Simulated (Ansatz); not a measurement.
With plane-wave PAW r²SCAN (Ansatz code), InMo3C in the anti-perovskite structure (Pm-3m) relaxes to a = 4.198 Å. In has 12 nearest neighbours from 2.97 Å (cuboctahedral); C has 6 nearest neighbours from 2.10 Å (octahedral). Against the elements it lies at 0.17 eV/atom, with no fitted shifts.

Electronic character: metallic (no gap). Gap from r²SCAN with spin–orbit coupling: none (metallic).

The bulk modulus is 235 GPa. Bader charges are In -0.08, Mo +0.58, C -1.67 e.

The start of the workflow was typed in or built on a structure type; neither database checked (COD, Materials Project) lists it. Its standing as an ambient phase is unchecked. The cell was relaxed with r²SCAN under the symmetry of its start; whether a distortion lowers the energy is not shown. No spin polarisation was allowed. Its formation energy is positive at this level, so the cell may be metastable or incomplete. The references are the lowest solids computed at this level, not always the standard phases. Scalar-relativistic: spin–orbit coupling is off unless named, which matters more the heavier the elements.

Potentials: the later of the program's two PAW sets.
